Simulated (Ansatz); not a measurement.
Hf (hcp (Mg type), space group No. 194) under volume change, LDA in the plane-wave PAW code Ansatz, shape and atoms relaxed at each volume.

```
V (Å³/atom)  E − E(relaxed) (meV/atom)  P (GPa)
-----------  -------------------------  -------
18.954                            72.7    13.27
19.579                            30.9     8.27
20.204                             7.4     3.87
20.829                             0.0     0.00
21.454                             6.7    -3.38
22.079                            25.9    -6.35
22.704                            55.8    -8.95
```

Problem. What does a third-order Birch–Murnaghan fit give for V₀, B₀ and B′?

Solution. V₀ = 20.83 Å³/atom, B₀ = 120 GPa, B′ = 3.4.

Space group P6_3/mmc (hcp (Mg type)). The cell was relaxed with LDA under the symmetry of its start. The run is not spin-polarised. Spin–orbit coupling is left out wherever it is not named.

Potentials: the later of the program's two PAW sets.
